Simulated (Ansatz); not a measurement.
**NbB$_{2}$: pressure against volume**

NbB$_{2}$, P6/mmm, a = 3.097 Å, c = 3.286 Å. The structure is a COD entry; whether it is the stable form wasn't checked. Ansatz: PBEsol, PAW, 420 eV, Γ-centred 18×18×12 mesh on 3 atoms, Gaussian smearing 0.10 eV; no spin polarisation. Shape and atoms are relaxed at each volume; pressure is positive in compression.

| V (Å³/atom) | P (GPa) |
| --- | --- |
| 8.552 | 21.09 |
| 8.825 | 9.75 |
| 9.098 | 0.00 |
| 9.371 | ? |
| 9.644 | -15.59 |

Task: Take V0 = 9.098 Å³/atom, fit the third-order Birch–Murnaghan form to the other rows, and predict the missing pressure.

Result: With the Eulerian strain f = ½[(V0/V)^(2/3) − 1] and y = P/[3f(1 + 2f)^(5/2)], the form is the line y = B0 + 1.5 B0 (B0′ − 4) f. Rows (f, y): 0.02106, 301.1; 0.01026, 301.1; -0.01905, 300.6. Means f = 0.004090, y = 300.93; Σ(Δf)² = 0.0008615, ΣΔfΔy = 0.01157; the slope is their ratio. y = 300.9 + 13.43 f GPa, so B0 = 300.9 GPa and B0′ = 4 + 2 × (13.43)/(3 × 300.9) = 4.03. At V = 9.371, f = -0.00976, y = 300.77 and P = -8.38 GPa. The run gave -8.39 GPa, so the fit is 0.01 GPa too high, a small miss on the scale of the series.